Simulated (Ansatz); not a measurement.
TaN:
```cif
data_N3Ta3
_chemical_formula_sum 'Ta3 N3'
_space_group_name_H-M_alt 'P-62m'
_space_group_IT_number 189
_space_group_name_Hall 'P -6 -2'
_cell_length_a 5.18011
_cell_length_b 5.18011
_cell_length_c 2.89379
_cell_angle_alpha 90.000
_cell_angle_beta 90.000
_cell_angle_gamma 120.000
loop_
_atom_site_label
_atom_site_type_symbol
_atom_site_symmetry_multiplicity
_atom_site_Wyckoff_symbol
_atom_site_fract_x
_atom_site_fract_y
_atom_site_fract_z
_atom_site_occupancy
Ta1 Ta 1 a 0.00000 0.00000 0.00000 1
Ta2 Ta 2 d 0.33333 0.66667 0.50000 1
N1 N 3 f 0.00000 0.39331 0.00000 1
```

Relaxed at zero pressure with plane-wave PAW PBEsol (Ansatz code).

Question: The volume is lowered by 9 % and shape and atoms relax at that volume. What pressure results, and how do the axes share the change?

Answer: 37.8 GPa; a -3.3 %, b -3.3 %, c -2.6 %; the energy rises by 110 meV/atom.

Question: Give the new structure.

Answer: 
Space group P-62m (No. 189); a = b = 5.0078 Å, c = 2.8177 Å, α = β = 90.00°, γ = 120.00°

```
atom  site  symmetry       x       y       z
----  ----  --------  ------  ------  ------
Ta      1a      -62m  0.0000  0.0000  0.0000
Ta      2d      -6..  0.3333  0.6667  0.5000
N       3f       m2m  0.0000  0.3973  0.0000
```

The phase is kept; no other phase was compared at this pressure.

Symmetry was held in the PBEsol relaxation. The run is not spin-polarised. Scalar-relativistic: spin–orbit coupling is off unless named, which matters more the heavier the elements.

Potentials: the earlier of the program's two PAW sets. The files were generated under PBE; for other functionals the program regenerates the frozen cores, and for LDA and PBEsol the local potential too.
